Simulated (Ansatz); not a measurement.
**LiTlF4 (P2_1/m) at 2 levels of theory**

One geometry, relaxed with PBE; plane waves with PAW potentials in Ansatz, scalar-relativistic. No spin polarisation. Gaps are the least over mesh and band path; pressure is positive in compression.

```
Li Tl F
1.0
     3.77995    0.00000   -0.10213
     0.00000    7.75456    0.00000
    -1.64227    0.00000    5.32367
Li Tl F
2 2 8
Direct
  0.19362 0.75000 0.90412
  0.80638 0.25000 0.09588
  0.50000 0.50000 0.50000
  0.50000 0.00000 0.50000
  0.87959 0.48184 0.25441
  0.87959 0.01816 0.25441
  0.62631 0.75000 0.75730
  0.61931 0.25000 0.73764
  0.12041 0.51816 0.74559
  0.12041 0.98184 0.74559
  0.38069 0.75000 0.26236
  0.37369 0.25000 0.24270
```

```
level  cutoff (eV)  k mesh  gap (eV)  pressure (GPa)
  PBE          420   8×4×6      1.96             0.0
```

**Question.** What comes out on the same cell with LDA?

**Answer.**
```csv
level,cutoff (eV),k mesh,gap (eV),pressure (GPa)
LDA,420,8×4×6,1.79,-8.1
```

Spin-orbit coupling matters for the bands of heavy elements and is left out.

The cell was found from a structure generator's guess, not taken from experiment.
